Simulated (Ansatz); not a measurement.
BP (zinc blende, F-43m), PBE (plane waves, PAW; program Ansatz). The conduction-band minimum lies on the Γ–X line, 83 % of the way from Γ, with 6 equivalent valleys. Second derivatives d²E/dk² of the lowest band at one valley (eV·Å²), along Cartesian directions:

| direction | d²E/dk² |
|---|---|
| [100] | 5.939 |
| [010] | 33.61 |
| [001] | 33.61 |
| [110] | 19.78 |
| [101] | 19.78 |
| [011] | 33.53 |

Find the principal effective masses, the density-of-states mass and the conductivity mass.

Off-diagonal terms follow from H_xy = H[110] − (H_xx + H_yy)/2, and m*/mₑ = 7.620 eV·Å² over each eigenvalue: 0.23, 0.23, 1.3. One valley's DOS mass (m₁m₂m₃)^(1/3) = 0.40, conductivity mass 3/(Σ 1/mᵢ) = 0.31 mₑ.

What effective density of states Nc follows at 300 K for parabolic valleys?

Nc = 2.509e19 × 6 × (0.40)^(3/2) ≈ 3.8e19 cm⁻³.

With the computed static dielectric constant 9.26 (mean of the diagonal), estimate a hydrogenic donor's binding energy and radius.

E = 13.606 eV × 0.31/9.26² ≈ 49 meV; a = 0.529 Å × ε/m* ≈ 16 Å. Semilocal masses tend to be too small where the gap is.

With ε∞ = 9.16 and ω_LO = 804 cm⁻¹, what Fröhlich coupling constant follows?

α = (1/ε∞ − 1/ε0) √(m* × 13.606 eV/ħω_LO) = 0.0079.

The cell was relaxed with PBE under the symmetry of its start; phonons on a q-mesh show no instability. The volume moved by 18 % from the start of the relaxation.

Potentials: the later of the program's two PAW sets.
